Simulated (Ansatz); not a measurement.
An element in the sc structure gives these cold pressures by all-electron LAPW under LDA (Ansatz 0.2.0, scalar-relativistic, no spin polarisation).

| V (Å³/atom) | P (GPa) |
| --- | --- |
| 69.48 | -0.03 |
| 62.53 | 0.41 |
| 55.58 | 1.13 |
| 48.63 | 2.35 |
| 41.69 | 4.52 |
| 34.74 | 7.56 |
| 27.79 | 12.80 |

Q: Which element is it?

A: K. Its zero-pressure volume in this structure is near 69.5 Å³/atom; the volume and the steepness of P(V) together point to it, though neighbours can come close. This is the case that was computed; others weren't tested.
